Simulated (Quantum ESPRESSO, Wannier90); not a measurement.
Wannier functions of BaBrF (P4/nmm)

```xyz
6
Lattice="4.5399 0.0000 0.0000 0.0000 4.5399 0.0000 0.0000 0.0000 7.4954" Properties=species:S:1:pos:R:3 pbc="T T T"
Ba     0.0000     2.2700    -1.4363
Ba     2.2700     0.0000     1.4363
Br     2.2700     0.0000    -2.6263
Br     0.0000     2.2700     2.6263
F      2.2700     2.2700     0.0000
F      0.0000     0.0000     0.0000
```

Materials Project entry mp-23070; symmetrised, unrelaxed at this level. COD (Crystallography Open Database) has an entry of this formula and space group (matched by these alone). Level: PBEsol, no spin polarisation, no spin-orbit coupling; pw.x of Quantum ESPRESSO at 68 Ry with PseudoDojo potentials, 4×4×4 k-points, Wannier90. Density: 8×8×4 mesh, cold smearing 0.01 Ry. Spin-orbit coupling is left out although heavy elements are present.

Bands 13-18 form an isolated set from -3.04 to -2.15 eV relative to the valence-band maximum (on the path) and are turned into 6 Wannier functions by minimising the spread from the start: atomic waves F 2p.

Centres (Cartesian, Å; one of the equivalent choices) and spreads:

| n | x | y | z | spread (Å²) | nearest atom |
|---|---|---|---|---|---|
| 1 | 2.270 | 2.270 | 0.000 | 1.841 | F5 |
| 2 | 2.270 | 2.270 | -0.042 | 1.738 | F5 |
| 3 | 2.270 | 2.270 | 0.042 | 1.738 | F5 |
| 4 | 0.000 | 0.000 | 0.000 | 1.841 | F6 |
| 5 | 0.000 | 0.000 | 0.042 | 1.738 | F6 |
| 6 | 0.000 | 0.000 | -0.042 | 1.738 | F6 |

Ω_I = 10.48 Å², Ω_total = 10.63 Å²; the interpolated bands follow pw.x to 6.0 meV rms on the path. Only this start was tried; a symmetric start can stop on a saddle, and mixtures of these functions could lower the total by at most Ω_total − Ω_I.
